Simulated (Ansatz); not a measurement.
An added Mg started as a split pair with an I atom in cubic perovskite CsSnI3, 41 atoms, charge +2

All numbers come from Ansatz (PAW, plane waves, no spin–orbit coupling) at the single k point (¼, ¼, ¼) without its symmetry partners. The atoms were relaxed with PBEsol in a fixed cell; other functionals are single points on those atoms unless said otherwise. The valence top and gap of the host come from its small cell on a dense mesh, with the band extrema sought between the mesh points, lined up by the mean potential, PBEsol gap 0.15 eV, HSE06 gap 0.52 eV. The charge correction uses an assumed dielectric constant of 30.

Cell: a = 12.314 Å, b = 12.314 Å, c = 12.314 Å, α = 90.00°, β = 90.00°, γ = 90.00°.

Nearest atoms after relaxation, from the placed atom (for vacancies from the middle of the vacant sites): I at 2.72 Å, I at 2.90 Å, I at 2.90 Å, I at 2.91 Å, I at 2.91 Å.

Chemical potentials μ are those of reference phases of the elements at zero temperature by the same functional (the usual solids, diamond for C, grey Sn, and the molecules H2, N2, O2, F2, Cl2, Br2 and S8).

```
functional  E(defect) − E(host) − Σ nμ + q·E_VBM (eV)  monopole (eV)  alignment (eV)  formation energy at E_F = VBM (eV)  moment (μB)            wall time, shared host
    PBEsol                                      -0.20           0.22           -0.20                               -0.18  0 (no spin)  35 s on NVIDIA H100 (relaxation)
     HSE06                                      -0.28           0.22           -0.19                               -0.25  0 (no spin)               66 s on NVIDIA H100
```

Task: How does the monopole term follow by hand for this cubic cell?

Result: q²·α·e²/(4πε₀)/(2εL) with the Madelung constant α = 2.837 and e²/4πε₀ = 14.40 eV·Å: 4 × 2.837 × 14.40 / (2 × 30 × 12.314) = 0.22 eV.

All elements are taken at their own reference at once; growth conditions in equilibrium with the host shift these energies, by up to the host's formation enthalpy.

The ideal cubic host may itself distort, and that gain is in these energies.

One k point and a cell of this size can leave errors of several tenths of an eV in such numbers.
